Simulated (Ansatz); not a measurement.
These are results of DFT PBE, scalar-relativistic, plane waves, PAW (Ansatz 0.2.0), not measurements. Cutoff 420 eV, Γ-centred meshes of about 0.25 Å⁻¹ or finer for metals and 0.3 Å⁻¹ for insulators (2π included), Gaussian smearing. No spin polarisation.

Relaxed forms of BeCdS4:

Cell 1.

Space group P4/m (No. 83). a = 5.571 Å, b = 5.571 Å, c = 3.855 Å, α = 90.00°, β = 90.00°, γ = 90.00°
| atom | site | symmetry | x | y | z |
| --- | --- | --- | --- | --- | --- |
| Be | 1a | 4/m.. | 0.0000 | 0.0000 | 0.0000 |
| Cd | 1d | 4/m.. | 0.5000 | 0.5000 | 0.5000 |
| S | 4j | m.. | 0.1300 | 0.6369 | 0.0000 |

Cell 2.

Space group P2/m (No. 10). a = 4.842 Å, b = 3.793 Å, c = 5.931 Å, α = 90.00°, β = 90.13°, γ = 90.00°
| atom | site | symmetry | x | y | z |
| --- | --- | --- | --- | --- | --- |
| Be | 1a | 2/m | 0.0000 | 0.0000 | 0.0000 |
| Cd | 1h | 2/m | 0.5000 | 0.5000 | 0.5000 |
| S | 2n | m | 0.6997 | 0.5000 | 0.0775 |
| S | 2m | m | 0.1457 | 0.0000 | 0.3704 |

Cell 3.

Space group P2_1 (No. 4). a = 5.667 Å, b = 6.340 Å, c = 6.352 Å, α = 90.00°, β = 90.73°, γ = 90.00°
```csv
atom,site,symmetry,x,y,z
Be,2a,1,0.4607,0.5566,0.3129
Cd,2a,1,0.9969,0.9912,0.2549
S,2a,1,0.4223,0.5983,0.6392
S,2a,1,0.5856,0.3593,0.8209
S,2a,1,0.1348,0.4202,0.1664
S,2a,1,0.8665,0.5740,0.3384
```

Cell 4.

Space group I222 (No. 23). a = 4.186 Å, b = 6.784 Å, c = 8.557 Å, α = 90.00°, β = 90.00°, γ = 90.00°
| atom | site | symmetry | x | y | z |
| --- | --- | --- | --- | --- | --- |
| Be | 2a | 222 | 0.0000 | 0.0000 | 0.0000 |
| Cd | 2d | 222 | 0.0000 | 0.5000 | 0.0000 |
| S | 8k | 1 | 0.6572 | 0.7895 | 0.9003 |

Their energies and Kohn–Sham gaps, in order of energy:

```csv
row,ΔE (meV/atom),gap on mesh (eV)
a,0,1.53
b,40,1.31
c,59,0.64
d,163,none
```

Question: Which row belongs to which cell?

Answer: Row a is cell 3, row b is cell 4, row c is cell 2, row d is cell 1. Counting S atoms around Be and Cd (those within 1.25 times the shortest such distance or 1.15 times the sum of covalent radii, 1.27 where that leaves under three): cell 1 (P4/m, 19.9 Å³/atom) has Be 4, Cd 8 and S–S pairs (shortest 2.10 Å); cell 2 (P2/m, 18.2 Å³/atom) has Be 6, Cd 6 and S–S pairs (shortest 2.09 Å); cell 3 (P2_1, 19.0 Å³/atom) has Be 4, Cd 6 and S–S pairs (shortest 2.11 Å); cell 4 (I222, 20.3 Å³/atom) has Be 4, Cd 4 and S–S pairs (shortest 2.16 Å).

Gaps are read on each cell's k mesh and can be smaller between its points; Kohn–Sham gaps at this level usually fall short of measured ones, and a small gap can close altogether. Weakly bound directions are ill-defined at this level, which has no dispersion term (I222), and this can change margins and order among such cells. The zero gap of P4/m may come from the functional, which often closes small gaps, or the cell may be a true semimetal. With atoms moved at random, cell 3 came back. Cell 1, cell 2 and cell 4 had no clear such test and can be saddle points.
